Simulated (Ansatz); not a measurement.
Crystals of one structure type (bcc (W type)), relaxed and computed with PBE (plane waves, PAW; program Ansatz).

| crystal | a (Å) | spin order and moments (μB) |
|---|---|---|
| Na | 4.197 | not spin-polarised |
| K | 5.281 | not spin-polarised |
| V | 2.996 | moments vanished |
| Fe | 2.832 | ferromagnetic; net 2.17 per atom; largest site about 2.2 |
| Rb | 5.671 | not spin-polarised |
| Nb | 3.309 | not spin-polarised |
| Ba | 5.020 | not spin-polarised |
| Ta | 3.319 | not spin-polarised |

Spin orders computed, not proven ground states: Fe, bcc (W type) ferromagnetic. Began spin-polarised and lost the moments: V, bcc (W type). All cells were relaxed under the symmetry of their starts (and spin orders); stability against distortions was not tested throughout. Rows with no word on spin ran without spin polarisation. Spin–orbit coupling is left out wherever it is not named.

Potentials: the later of the program's two PAW sets.
